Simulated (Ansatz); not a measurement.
A structure of PbO$_{2}$ relaxed with PBEsol (plane waves to 420 eV, PAW, scalar-relativistic; Ansatz, a quantum-chemistry and plane-wave program); single points at other levels follow on the same geometry (Ansatz, PAW; PBEsol+SOC at 420 eV on a 7×7×10 k-mesh; spin-orbit coupling only where +SOC is written). Space group P4₂/mnm (No. 136).

```
CELL_PARAMETERS angstrom
      4.99843     0.00000     0.00000
      0.00000     4.99843     0.00000
      0.00000     0.00000     3.41139
ATOMIC_POSITIONS crystal
  Pb 0.50000 0.50000 0.50000
  Pb 0.00000 0.00000 0.00000
  O  0.80763 0.80763 0.50000
  O  0.19237 0.19237 0.50000
  O  0.69237 0.30763 0.00000
  O  0.30763 0.69237 0.00000
```

```tsv
level	gap (eV)	kind	conduction minimum
PBEsol	0.03	indirect	29 % of the way from Γ to X
PBEsol+SOC	…	…	…
```

Q: What belongs in the gaps?

A: 
- PBEsol+SOC, gap (eV): 0.03
- PBEsol+SOC, kind: direct
- PBEsol+SOC, conduction minimum: 29 % of the way from Γ to X

The shift from spin-orbit coupling is approximate. No spin polarisation in the result.

Measured for PbO2: a 4.9578 Å (room temperature; as listed in Zenji Hiroi, Progress in Solid State Chemistry (2015)); c 3.3878 Å (room temperature; as listed in Zenji Hiroi, Progress in Solid State Chemistry (2015)). Computed minus measured — a: PBEsol +0.8 %; c: PBEsol +0.7 %. The computed values are for a static lattice.

The run could not lose the symmetry of its start.

It was reached from a disturbed copy of a P4₂/mnm (No. 136) cell (rutile type), against which it lies under 0.01 eV/atom.
